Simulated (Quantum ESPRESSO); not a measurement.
```
BaSrYO6Sb
1.0
    0.00000     4.23260     4.23260
    4.23260     0.00000     4.23260
    4.23260     4.23260     0.00000
Ba Sr Y Sb O
1 1 1 1 6
Direct
  0.25000   0.25000   0.25000
  0.75000   0.75000   0.75000
  0.50000   0.50000   0.50000
  0.00000   0.00000   0.00000
  0.76308   0.23692   0.23692
  0.76308   0.23692   0.76308
  0.23692   0.76308   0.76308
  0.23692   0.76308   0.23692
  0.76308   0.76308   0.23692
  0.23692   0.23692   0.76308
```
The geometry is a computed Materials Project entry, not a measured one. It is BaSrYSbO6 in F-43m; whether this form has been observed was not checked. Stability against distortions was not tested. The run has no spin polarisation.

A lattice sum over point charges, one formal value an element (Ba +2, Sr +2, Y +3, Sb +5, O -2), with no Sternheimer factor, costs far less than a self-consistent run. Taken along the main axis of each site's self-consistent tensor, it gives:

```json
[
 {"site": "O (atoms 5, 6, 7, 8, 9, 10)", "V along that axis, point charges (a.u.)": "0.181"}
]
```

**Question.** How do the values of PBE PAW (JTH datasets; density from pw.x of a modified build of Quantum ESPRESSO, gradients reconstructed from it by a script) compare?

**Answer.** 
| site | Vzz, PAW (a.u.) | PAW over point charges |
|---|---|---|
| O | 0.667 | 3.7 |
  Cores are frozen. Against all-electron runs on small test molecules, this scheme's |Vzz| missed by −2 to +6 % on O.
